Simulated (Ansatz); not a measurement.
La:
```xyz
4
Lattice="3.7620 0.0000 0.0000 -1.8810 3.2580 0.0000 0.0000 0.0000 11.9793" Properties=species:S:1:pos:R:3 pbc="T T T"
La     0.0000     0.0000     0.0000
La     0.0000     0.0000     5.9897
La     0.0000     2.1720     2.9948
La     1.8810     1.0860     8.9845
```

Relaxed with r²SCAN+D4. Special points in fractions of this cell's reciprocal vectors: Γ (0.000, 0.000, 0.000); M (0.500, 0.000, 0.000); K (0.333, 0.333, 0.000); A (0.000, 0.000, 0.500); L (0.500, 0.000, 0.500); H (0.333, 0.333, 0.500).

Question: List the band energies nearest the Fermi level at these points for DFT-r²SCAN+D4 in the program Ansatz with PAW potentials.

Answer: In eV from the Fermi level; about four levels below and three above (degenerate sets whole), none deeper than 8.9 eV; points with the same levels are listed once.

```tsv
k	below	above
Γ	-3.31 -1.90 -1.90 -1.86	0.54 0.71 1.33 1.33
M	-1.12 -0.69 -0.28 -0.22	0.52 1.05 1.25
K	-0.62 -0.54 -0.54 -0.03	0.11 0.11 0.96
A	-2.82 -2.82 -1.76 -1.76	0.92 0.92 1.38 1.38
L	-1.45 -1.45 -1.15 -1.15	0.77 0.77 1.41 1.41
H	-0.09 -0.09 -0.06 -0.06	0.95 0.95 0.96 0.96
```

Space group P6_3/mmc (dhcp (α-La type)). Symmetry was held in the r²SCAN+D4 relaxation. The pairwise dispersion correction was not fitted to metals. Scalar-relativistic: spin–orbit coupling is off unless named, which matters more the heavier the elements.

Potentials: the earlier of the program's two PAW sets.
